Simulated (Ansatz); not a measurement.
**Property card for Sn3Se2S**

Method: DFT PBE, scalar-relativistic, plane waves, PAW (Ansatz).

Cutoff 420 eV; k points 12×12×12 on the computed 6-atom cell (Γ-centred); Gaussian smearing, width 0.01 eV; no spin polarisation.

The structure is relaxed at this level of theory with its symmetry kept, and needn't be the ground state of this composition.

```xyz
6
Lattice="-2.1207 2.1207 8.9849 2.1207 -2.1207 8.9849 2.1207 2.1207 -8.9849" Properties=species:S:1:pos:R:3 pbc="T T T"
Sn    0.0000    0.0000    0.0000
Sn    0.0000    0.0000    6.0644
Sn    0.0000    0.0000   11.9054
Se    0.0000    0.0000   14.9724
Se    0.0000    0.0000    2.9974
S     0.0000    0.0000    8.9849
```

```json
{
  "Space group": "I4/mmm (No. 139)",
  "Volume per atom": "26.94 Å³",
  "Formation energy from the elements' standard states (uncorrected)": "-0.418 eV/atom",
  "Kohn–Sham band gap": "0.12 eV",
  "Orbital (Löwdin) character of the top 1 eV of the valence band": "Se 4p 43 %, Sn 5s 23 %, Sn 5p 16 %, S 3p 13 %",
  "Orbital (Löwdin) character of the lowest 1 eV of the conduction band": "Sn 5p 72 %, Se 4p 7 %",
  "Bader charge by site (e)": "Sn (1 in the cell) 0.96, Sn (2 in the cell) 0.89, Se (2 in the cell) -0.87, S (1 in the cell) -1.00"
}
```

The cell was found from a structure generator's guess, not taken from experiment. Kohn–Sham gaps at this level usually fall short of measured ones. Löwdin shares on free-atom orbitals overweight diffuse shells in the empty bands.
